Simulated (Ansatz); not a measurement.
IrO2 (fluorite, Fm-3m) at seven volumes, PBE in the plane-wave PAW code Ansatz, scaled uniformly. One row is withheld.

```tsv
V (Å³/atom)	P (GPa)
9.221	?
9.525	19.96
9.829	9.12
10.133	0.00
10.437	-7.68
10.741	-14.12
11.045	-19.52
```

Fit the shown pressures and predict the withheld one.

P = (3/2)B₀(x^(7/2) − x^(5/2))[1 + (3/4)(B′ − 4)(x − 1)] with x = (V₀/V)^(2/3). Least squares on the six rows gives V₀ = 10.133 Å³/atom, B₀ = 278 GPa, B′ = 4.79. At V = 9.221, x = 1.0649 and P = 32.89 GPa. The run itself gave 32.85 GPa.

The cell is a constructed one: a structure type filled with these elements; neither database checked (COD, Materials Project) lists it. It is not the phase usual at ambient conditions (space group No. 136). The cell was relaxed with PBE under the symmetry of its start; its stability against distortions is not shown here. The run is not spin-polarised. Spin–orbit coupling is left out wherever it is not named.

Potentials: the later of the program's two PAW sets.
